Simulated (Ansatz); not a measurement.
**One input, then a changed one: O (diamond type)**

First run: DFT, LDA, all-electron LAPW, scalar-relativistic (Ansatz 0.2.0).

Command: `ansatz run input.yaml --threads 1 --pin off --max-ram 2048MiB --backend cpu --events-out ev --progress --plain --runs-dir out` It took 8.5 s on 1 thread of Arm Neoverse V1, on a shared host, peak memory 0.29 GiB.

```yaml
crystal:
  lattice:
    - [0.0, 2.0554965976, 2.0554965976]
    - [2.0554965976, 0.0, 2.0554965976]
    - [2.0554965976, 2.0554965976, 0.0]
  atoms:
    - { symbol: O, position: [-0.125, -0.125, -0.125] }
    - { symbol: O, position: [0.125, 0.125, 0.125] }
kpoints:
  mp_grid: { grid: [14, 14, 14] }
scf:
  occupations: { method: fermi_dirac, width: 0.08 }
hamiltonian:
  xc: lda
  pseudopotentials: { kind: all_electron, lapw: { basis_error: 0.001 } }
output:
  forces: true
  stress: true
  eigenvalues: true
  populations: true
```

The cell comes from a relaxation on PAW files under the same functional, begun from a prototype that needn't be the stable phase.

This run: volume at 0.88 of the series' base cell.

It converges in 4 SCF iterations at a pressure of 25.0 GPa.

The input is then changed:

```diff
 scf:
-  occupations: { method: fermi_dirac, width: 0.08 }
+  occupations: { method: tetrahedron_uncorrected }
 hamiltonian:
   populations: true
+basis:
+  xc_grid: 4
```

Task: What does the second run give?

Result: It converges in 5 SCF iterations, free energy +16.4 meV/atom against the first run's. More than one line changes, and not each need have an effect.
